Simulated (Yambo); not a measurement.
BSE-type run in Yambo on Ba2ScNbO6 (space group Fm-3m, No. 225), at zero momentum.

Quantum ESPRESSO step (PBEsol, PseudoDojo standard norm-conserving files, scalar-relativistic):
```
&CONTROL
  calculation = 'nscf'
  pseudo_dir = './pseudo'
  outdir = './out'
/
&SYSTEM
  ibrav = 0
  nat = 10
  ntyp = 4
  ecutwfc = 84.0
  ecutrho = 336.0
  occupations = 'fixed'
  force_symmorphic = .true.
  nbnd = 96
/
&ELECTRONS
  conv_thr = 1e-08
  diago_full_acc = .true.
  diago_thr_init = 1e-08
/
ATOMIC_SPECIES
O 15.9990 O.upf
Sc 44.9559 Sc.upf
Nb 92.9064 Nb.upf
Ba 137.3270 Ba.upf
CELL_PARAMETERS angstrom
  0.000000000000   4.144170000000   4.144170000000
  4.144170000000   0.000000000000   4.144170000000
  4.144170000000   4.144170000000   0.000000000000
ATOMIC_POSITIONS crystal
O   0.756180000000   0.243820000000   0.243820000000
O   0.243820000000   0.756180000000   0.756180000000
O   0.243820000000   0.756180000000   0.243820000000
O   0.756180000000   0.243820000000   0.756180000000
O   0.243820000000   0.243820000000   0.756180000000
O   0.756180000000   0.756180000000   0.243820000000
Sc   0.500000000000   0.500000000000   0.500000000000
Nb   0.000000000000   0.000000000000   0.000000000000
Ba   0.250000000000   0.250000000000   0.250000000000
Ba   0.750000000000   0.750000000000   0.750000000000
K_POINTS automatic
4 4 4 0 0 0
```

Yambo input:
```
rim_cut
optics
bse
bss
dipoles
em1s
RandQpts= 1000000
RandGvec= 1 Ry
FFTGvecs= 40 Ry
Chimod= "HARTREE"
BSKmod= "SEX"
BSEmod= "resonant"
BSSmod= "hs"
BSENGexx= 15 Ry
BSENGBlk= 3 Ry
% KfnQP_E
 1.581 | 1.0 | 1.0 |
%
% BSEQptR
 1 | 1 |
%
% BSEBands
 24 | 51 |
%
% BEnRange
 0.0 | 9.2 | eV
%
% BDmRange
 0.15 | 0.15 | eV
%
BEnSteps= 184
% BLongDir
 1.0 | 0.0 | 0.0 |
%
BSHayTrs= -0.02
BSSNEig= 24
WRbsWF
% BndsRnXs
 3 | 91 |
%
NGsBlkXs= 3 Ry
% LongDrXs
 1.0 | 1.0 | 1.0 |
%
```

From the report:

The dimension is k points × valence × conduction bands = 64 × 17 × 11 = 11968.
```
   [SLEPC] Approach                          : Krylov-Schur
   [SLEPC] Number of requested eigenvalues   :  24
   [SLEPC] Number of eigenvalues        [NEV]:  24
    [K] Dimension                                    :  11968
    [K] Bands                                        :   24   51
    [K] Exchange res                                 : yes
    [K] Correlation res                              : yes
    [K] W interaction is bare                        : no
    [K] RL vectors exchange                          :   965
    [K] RL vectors correlation                       :   89
    [W] Matrix size                                  :   89
    [W] Bands                                        :    3   91
    [W] Coulomb Cutoff                               : none
    [W] Hxc Kernel                                   : HARTREE
```
Lowest eigenvalues (eV; in brackets the number of states within 2 meV): 3.69 (1), 3.80 (2), 3.83 (3), 3.84 (3), 3.94 (1), 3.94 (2). They depend on the mesh, which isn't converged, and on the G0W0 scissor.

Spin-orbit coupling is not included.

Geometry of the Materials Project entry, not relaxed at this level.

The structure is a Materials Project entry; no match was found in the copy of COD used, and its stability was not checked.
